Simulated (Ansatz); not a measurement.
**B started on a Sn site and a Sn vacancy, 10.66 Å apart on the ideal sites in cubic perovskite CsSnI3, 39 atoms, charge 0**

Level of theory: DFT, PBEsol, PAW, plane waves (Ansatz 0.2.0).

Command:

```sh
ansatz run in.yaml --threads 8 --pin off --max-ram 118750MiB --runs-dir r --events-out ev --progress --plain --backend cuda --devices 0,
```

The input less its lattice and atoms (starting moments on atoms near the defect: 1 μB in all):

```yaml
crystal:
  symmetry: { detect: false }
kpoints:
  mp_grid: { grid: [1, 1, 1], shift: [0.25, 0.25, 0.25] }
hamiltonian:
  xc: pbesol
magnetization:
  spin_polarized: true
scf:
  occupations: { method: fermi_dirac, width: 0.01 }
relax:
  f_tol: 0.03
  max_steps: 80
  escape_saddle: false
  adjacent_minimum: "off"
output:
  forces: true
  eigenvalues: true
  populations: true
```

Start:

```
Cs B Sn I
1.0
    12.31446    0.00000    0.00000
     0.00000   12.31446    0.00000
     0.00000    0.00000   12.31446
Cs B Sn I
8 1 6 24
Direct
  0.99908 0.00173 0.99865
  0.99604 0.99971 0.50021
  0.99945 0.50175 0.99888
  0.00292 0.49826 0.50069
  0.49807 0.00142 0.99785
  0.49890 0.00189 0.50186
  0.50028 0.49892 0.00003
  0.50097 0.50049 0.49843
  0.24996 0.24871 0.25070
  0.24983 0.25124 0.74862
  0.24926 0.74879 0.24964
  0.24873 0.75120 0.74936
  0.74863 0.24666 0.25015
  0.74793 0.25149 0.74851
  0.75262 0.74825 0.24821
  0.24745 0.25032 0.99953
  0.24933 0.25137 0.50038
  0.24958 0.74727 0.99894
  0.24998 0.74906 0.50018
  0.74977 0.25073 0.99722
  0.75025 0.25126 0.49996
  0.75011 0.74874 0.99791
  0.75057 0.75147 0.49896
  0.00242 0.24967 0.25125
  0.99978 0.25106 0.74798
  0.99650 0.75110 0.24794
  0.00237 0.74964 0.75359
  0.49996 0.25205 0.24934
  0.50089 0.25222 0.74640
  0.50244 0.75147 0.25282
  0.50055 0.75184 0.74947
  0.25010 0.00267 0.24809
  0.25041 0.99820 0.75301
  0.24788 0.50129 0.25305
  0.24995 0.49870 0.75142
  0.75153 0.99601 0.25460
  0.74939 0.00104 0.74871
  0.75246 0.49797 0.25189
  0.75277 0.50327 0.74700
```

Steps:

```json
{"step": "start", "energy less the first (eV)": "0.000", "largest force component (eV/Å)": "0.452"}
{"step": "1", "energy less the first (eV)": "-0.195", "largest force component (eV/Å)": "0.270"}
{"step": "2", "energy less the first (eV)": "-0.269", "largest force component (eV/Å)": "0.385"}
{"step": "3", "energy less the first (eV)": "-0.555", "largest force component (eV/Å)": "0.742"}
{"step": "4", "energy less the first (eV)": "-1.033", "largest force component (eV/Å)": "0.974"}
{"step": "5", "energy less the first (eV)": "-1.371", "largest force component (eV/Å)": "0.417"}
{"step": "6", "energy less the first (eV)": "-1.609", "largest force component (eV/Å)": "0.908"}
{"step": "7", "energy less the first (eV)": "-2.061", "largest force component (eV/Å)": "1.605"}
{"step": "8", "energy less the first (eV)": "-2.619", "largest force component (eV/Å)": "1.140"}
{"step": "9", "energy less the first (eV)": "-2.986", "largest force component (eV/Å)": "0.830"}
{"step": "10", "energy less the first (eV)": "-3.212", "largest force component (eV/Å)": "0.337"}
{"step": "11", "energy less the first (eV)": "-3.348", "largest force component (eV/Å)": "0.648"}
{"step": "12", "energy less the first (eV)": "-3.542", "largest force component (eV/Å)": "0.563"}
{"step": "13", "energy less the first (eV)": "-3.595", "largest force component (eV/Å)": "0.065"}
{"step": "14", "energy less the first (eV)": "-3.603", "largest force component (eV/Å)": "0.014"}
{"step": "15", "energy less the first (eV)": "-3.604", "largest force component (eV/Å)": "0.014"}
```

A structure on the way, about -0.27 eV from the start:

```xyz
39
Lattice="12.3145 0.0000 0.0000 0.0000 12.3145 0.0000 0.0000 0.0000 12.3145" Properties=species:S:1:pos:R:3 pbc="T T T"
Cs    0.0123    0.0342   12.3125
Cs   12.2546   12.3135    6.1559
Cs   12.3080    6.1860   12.2956
Cs    0.0323    6.1270    6.1597
Cs    6.1325    0.0093   12.2879
Cs    6.1564    0.0056    6.1788
Cs    6.1665    6.1514   12.3092
Cs    6.1556    6.1523    6.1237
B     2.9995    2.9689    3.0806
Sn    3.0658    3.1012    9.2211
Sn    3.0890    9.2196    3.0801
Sn    3.0659    9.2599    9.2342
Sn    9.2180    3.0738    3.0739
Sn    9.2196    3.0820    9.2244
Sn    9.2575    9.2352    3.0801
I     3.0781    3.0955    0.0520
I     3.0653    3.0620    6.0862
I     3.0973    9.2063   12.3053
I     3.0573    9.2367    6.1746
I     9.2372    3.0969   12.2855
I     9.2374    3.0797    6.1577
I     9.2557    9.2532    0.0820
I     9.2331    9.2207    6.0856
I     0.0953    3.0768    3.0945
I    12.3036    3.0890    9.2140
I    12.2981    9.2535    3.0698
I     0.0922    9.2605    9.2865
I     6.1218    3.0780    3.0567
I     6.1724    3.0867    9.2053
I     6.1784    9.2448    3.0957
I     6.0815    9.2314    9.2100
I     3.0891    0.1027    3.0795
I     3.0938   12.2997    9.2609
I     3.0519    6.1454    3.0849
I     3.0720    6.1670    9.2454
I     9.2500   12.3011    3.1198
I     9.2521    0.0791    9.2428
I     9.2581    6.1695    3.0834
I     9.2376    6.0929    9.1807
```

End:

```
Cs B Sn I
1.0
    12.31446    0.00000    0.00000
     0.00000   12.31446    0.00000
     0.00000    0.00000   12.31446
Cs B Sn I
8 1 6 24
Direct
  0.97303 0.97493 0.97088
  0.96830 0.96864 0.53038
  0.98084 0.52806 0.97130
  0.97590 0.52999 0.52737
  0.52743 0.98121 0.97015
  0.53248 0.97627 0.52390
  0.51263 0.51700 0.98172
  0.52913 0.52735 0.51753
  0.17401 0.16945 0.32668
  0.25257 0.25200 0.76526
  0.24855 0.73332 0.25023
  0.25317 0.75284 0.74801
  0.73475 0.25227 0.24772
  0.75114 0.25350 0.74864
  0.75054 0.75097 0.24660
  0.26183 0.26610 0.99435
  0.24176 0.23736 0.46948
  0.25462 0.76028 0.99819
  0.25441 0.75956 0.49793
  0.76268 0.24584 0.99796
  0.75736 0.24858 0.49809
  0.74202 0.75321 0.00000
  0.74638 0.75192 0.49715
  0.03157 0.23730 0.25838
  0.00172 0.25241 0.74646
  0.00099 0.76133 0.24188
  0.00275 0.74846 0.75473
  0.50553 0.25696 0.24243
  0.50160 0.25746 0.73251
  0.50069 0.76386 0.24796
  0.49969 0.74404 0.75474
  0.24526 0.02990 0.25594
  0.24630 0.00284 0.74967
  0.25400 0.50413 0.24491
  0.24720 0.50308 0.73216
  0.75818 0.00160 0.25241
  0.75325 0.00242 0.74747
  0.76183 0.50209 0.25421
  0.75302 0.50043 0.74603
```

The calculation finished and met its thresholds.

Time: 52 s of wall time on one NVIDIA GB300 with 8 processor threads, on a host shared with other runs; peak host memory 2.5 GiB.

Question: How much energy did the relaxation gain, and which atom moved most?

Answer: 3.60 eV in 15 steps, from a start with small random displacements (the gain also holds any tilting of the ideal host); atom 9 (B) moved 1.64 Å, the median atom 0.17 Å (drift of the whole cell removed).

The moment started at 1 μB and ended at 0.9 μB; no other spin state is shown. The program warned that the state may not be the lowest. The one k point has no symmetry partners, which can distort the end along one axis.
